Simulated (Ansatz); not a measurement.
# Density of states of ScSi2

```
Sc Si
1.0
     3.66000    0.00000    0.00000
    -1.83000    3.16965    0.00000
     0.00000    0.00000    3.87000
Sc Si
1 2
Cartesian
  0.0000 0.0000 0.0000
  0.0000 2.1131 1.9350
  1.8300 1.0566 1.9350
```

The cell comes from COD entry 1538810, which wasn't checked; take it as a given geometry.

Spin polarisation is left out, and whether a magnetic state lies lower isn't shown here.

The calculation used Ansatz 0.2.0, DFT, PBE, all-electron LAPW, scalar-relativistic.

Numerical set-up: a Γ-centred 13×13×11 k mesh, Fermi–Dirac smearing of 0.05 eV, basis error target 1 meV/atom, no spin polarisation.

Which of the resolved shells contributes most within 0.3 eV of the Fermi level?

Sc 3d, with 45 % of all states there; Si 3p follows with 32 %.

Where is the centre of the filled Sc 3d states between -14 eV and the top of the filled states?

-2.90 eV from the Fermi level.

Tabulate the density of states.

States per eV and cell, averaged over 0.4 eV, from -9.8 to 0.8 eV, with energies (bin centres) from the Fermi level; empty bins are left out. The partial columns, the largest 5 alone, are projections on Löwdin-orthogonalised atomic shells (those that the program's projection atoms carry: the occupied ones and, for some elements, an empty d or f shell; other empty shells have no column), summed over atoms of an element. Weights on diffuse s and p shells depend on that basis and aren't pure angular character.
```csv
E (eV),total,Si 3p,Sc 3d,Si 3s,Sc 4s,Sc 3p
-9.7,0.11,0.06,0.01,0.04,0.00,0.00
-9.3,0.70,0.36,0.05,0.27,0.01,0.01
-8.9,0.76,0.41,0.05,0.27,0.01,0.01
-8.5,0.55,0.30,0.04,0.19,0.00,0.00
-8.1,0.44,0.25,0.03,0.15,0.00,0.00
-7.7,0.38,0.22,0.03,0.12,0.00,0.00
-7.3,0.38,0.24,0.03,0.10,0.01,0.00
-6.9,0.59,0.41,0.04,0.09,0.03,0.00
-6.5,0.86,0.64,0.06,0.09,0.04,0.01
-6.1,0.84,0.66,0.06,0.07,0.03,0.01
-5.7,1.17,0.92,0.09,0.08,0.05,0.01
-5.3,1.15,0.91,0.10,0.07,0.04,0.01
-4.9,1.51,1.25,0.15,0.06,0.04,0.01
-4.5,1.55,1.30,0.15,0.04,0.04,0.02
-4.1,1.41,1.17,0.17,0.02,0.03,0.02
-3.7,1.40,1.10,0.24,0.01,0.02,0.01
-3.3,1.37,0.95,0.38,0.00,0.02,0.01
-2.9,0.76,0.46,0.27,0.00,0.01,0.00
-2.5,0.78,0.35,0.36,0.03,0.01,0.00
-2.1,0.91,0.34,0.48,0.05,0.01,0.00
-1.7,1.02,0.32,0.58,0.04,0.02,0.00
-1.3,0.81,0.24,0.49,0.02,0.01,0.00
-0.9,0.57,0.18,0.31,0.04,0.01,0.00
-0.5,0.92,0.32,0.34,0.15,0.03,0.00
-0.1,1.91,0.63,0.84,0.24,0.03,0.00
0.3,1.36,0.39,0.66,0.14,0.04,0.00
0.7,1.40,0.32,0.81,0.11,0.04,0.00
```
